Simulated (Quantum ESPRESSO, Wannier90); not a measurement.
Wannier functions of BaTiO₃ (P4mm)

```xyz
5
Lattice="3.9904 0.0000 0.0000 0.0000 3.9904 0.0000 0.0000 0.0000 4.1027" Properties=species:S:1:pos:R:3 pbc="T T T"
Ba     1.9952     1.9952    -1.7127
Ti     0.0000     0.0000     0.4104
O      0.0000     1.9952     0.2635
O      1.9952     0.0000     0.2635
O      0.0000     0.0000    -1.8504
```

Cell from Materials Project (mp-5986), symmetrised, no further relaxation. COD (Crystallography Open Database) has the formula in 5 space groups, this one among them (matched by group alone). Method: PBEsol plane waves in Quantum ESPRESSO 7.5 (PseudoDojo norm-conserving files, 68 Ry, spinors with spin-orbit coupling), Bloch states on a 6×6×6 mesh through Γ, Wannier90 4.0.1. Density: 8×8×8 mesh, cold smearing 0.01 Ry.

Valence charges of the files: Ba 10, Ti 12, O 6. 76 bands were computed.

Isolated groups of bands, relative to the valence-band maximum (bands from 41 on overlap up to the last one computed):

```json
[
 {"bands": "1–2", "from (eV)": "-56.28", "to (eV)": "-56.28", "filling": "filled", "weight on atomic waves": "Ti 3s 96 %"},
 {"bands": "3–4", "from (eV)": "-33.13", "to (eV)": "-33.09", "filling": "filled", "weight on atomic waves": "Ti 3p 98 %"},
 {"bands": "5–8", "from (eV)": "-32.50", "to (eV)": "-32.40", "filling": "filled", "weight on atomic waves": "Ti 3p 98 %"},
 {"bands": "9–10", "from (eV)": "-24.77", "to (eV)": "-24.52", "filling": "filled", "weight on atomic waves": "Ba 5s 94 %"},
 {"bands": "11–16", "from (eV)": "-17.04", "to (eV)": "-15.80", "filling": "filled", "weight on atomic waves": "O 2s 85 %, Ti 3d 5 %, Ti 4s 4 %"},
 {"bands": "17–18", "from (eV)": "-11.87", "to (eV)": "-11.11", "filling": "filled", "weight on atomic waves": "Ba 5p 93 %"},
 {"bands": "19–22", "from (eV)": "-10.22", "to (eV)": "-9.03", "filling": "filled", "weight on atomic waves": "Ba 5p 90 %, O 2p 6 %"},
 {"bands": "23–40", "from (eV)": "-4.54", "to (eV)": "0.00", "filling": "filled", "weight on atomic waves": "O 2p 82 %, Ti 3d 11 %"}
]
```

Wanted is a model with the orbitals Ti d, O p, without the filled groups that are mainly made of other shells (semicore states, and anion s where it isn't named); all higher bands stay in for disentanglement.

**Question.** Give num_wann, exclude_bands and num_bands, and the number of electrons that the model holds.

**Answer.** Electrons: 1×10 + 1×12 + 3×6 = 40, which fill 40 bands.
num_wann = 2 × (1×5 + 3×3) = 28.
exclude_bands = 1-22, 22 bands, so num_bands = 76 − 22 = 54.
The model holds 40 − 1×22 = 18 electrons. With the window frozen to 3.31 eV it follows pw.x to 0.2 meV rms (states up to 2.8 eV relative to the valence-band maximum).
